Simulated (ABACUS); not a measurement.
Consider a self-consistent single point of MgZn3S4 (P-43m, 8 atoms in the cell; from Materials Project mp-1120718, changed as shown).

```xyz
8
Lattice="5.3811 0.0000 0.0000 0.0000 5.3811 0.0000 0.0000 0.0000 5.3811" Properties=species:S:1:pos:R:3 pbc="T T T"
Mg     2.6905     2.6905     2.6905
Zn     0.0000     0.0000     2.6905
Zn     2.6905     0.0000     0.0000
Zn     0.0000     2.6905     0.0000
S      4.0699     4.0699     1.3112
S      4.0699     1.3112     4.0699
S      1.3112     1.3112     1.3112
S      1.3112     4.0699     4.0699
```

Method: LDA (PW92), numerical atomic orbitals DZP (confined pseudo-atomic orbitals with Gaussian additions; energy shift 0.01 Ry), PseudoDojo 0.4 standard norm-conserving LDA (tails mended) pseudopotentials (ABACUS 3.10.1).

ABACUS settings:

- basis: DZP numerical atomic orbitals, energy shift 0.01 Ry
- KPT: Gamma 6 6 6 0 0 0
- basis_type: lcao
- dft_functional: PWLDA
- ecutwfc: 100 Ry
- smearing_method: fd
- smearing_sigma: 0.000734986 Ry
- potentials: PseudoDojo 0.4 standard norm-conserving LDA (tails mended)
- symmetry: 1
- symmetry_prec: 1e-05
- ks_solver: genelpa
- scf_nmax: 100
- scf_thr: 1.0e-07
- mixing_type: broyden

Results:

| Quantity | Result |
|---|---|
| Number of valence electrons | 94 |
| Number of bands | 57 |
| Number of k-points after the program's reduction | 20 |
| Size of the basis | 144 |
| Number of SCF iterations | 10 |
| Free energy E − TS | -19877.4798 eV |
| Top of the valence band (on the code's own zero) | 6.59 eV |
| Gap on the k-point mesh | 2.57 eV |
| Pressure | 0.53 GPa |
| Largest force (vector length) | 0.111 eV/Å |

Forces (eV/Å):
| atom | Fx | Fy | Fz |
|---|---|---|---|
| Mg1 | 0.000 | 0.000 | 0.000 |
| Zn2 | 0.000 | 0.000 | 0.000 |
| Zn3 | 0.000 | 0.000 | 0.000 |
| Zn4 | 0.000 | 0.000 | 0.000 |
| S5 | 0.064 | 0.064 | -0.064 |
| S6 | 0.064 | -0.064 | 0.064 |
| S7 | -0.064 | -0.064 | -0.064 |
| S8 | -0.064 | 0.064 | 0.064 |

Stress (GPa, positive for compression):
```
0.53  0.00  0.00
0.00  0.53  0.00
0.00  0.00  0.53
```

Gaps are taken between levels on the mesh.

For comparison: a first run was changed to give this one (volume scaled by 0.96), and from it to this one the free energy falls by 5.2 meV/atom, the pressure goes from -2.48 to 0.53 GPa, the largest force goes from 0.122 to 0.111 eV/Å and the gap on the mesh goes from 2.366 to 2.566 eV.

The atom-centred basis is finite, which shifts total energies, pressures, gaps and forces against plane waves. The structure comes from a collection of computed structures, made at another level of theory; the collection holds predicted forms beside known ones.

Cost on one core: roughly 23 core-seconds.

The atomic orbitals were generated for these runs; they are not ABACUS's published sets and were checked against plane waves on a few crystals only.

“Tails mended”: in these copies of the files the far tail of each local potential was reset to the Coulomb form.
